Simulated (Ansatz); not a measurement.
GePd in space group P6/mmm (No. 191; Pd on 3f, Ge on 1a, Ge on 2d), DFT-PBE in the program Ansatz with PAW potentials, all energies at zero smearing, with the estimated change up to a 700 eV cutoff added, with one set of potentials and settings (totals compare only within such a set). Cell of 6 atoms (3 Pd, 3 Ge): -33804.733 eV.

| element | reference phase | E (eV/atom) |
|---|---|---|
| Pd | Fm-3m, 1 atoms in the cell | -6972.8544 |
| Ge | Fd-3m, 2 atoms in the cell | -4294.9847 |

Formation energy per atom, worked out: (-33804.733 − 3×(-6972.8544) − 3×(-4294.9847))/6 = -0.203 eV/atom (-20 kJ per mol of atoms), at 0 K, without zero-point energy or fitted corrections.

A made-up cell: these elements were put on the sites of a structure type; neither database checked (COD, Materials Project) lists it. COD files the formula under space group No. 62, so this cell is another polymorph or a model. Whether it is the stable phase at ambient conditions was not checked. The PBE relaxation kept the symmetry of its start; its stability against distortions is not shown here. The run is not spin-polarised. The references are the lowest solids computed at this level, not always the standard phases.

Potentials: the later of the program's two PAW sets.
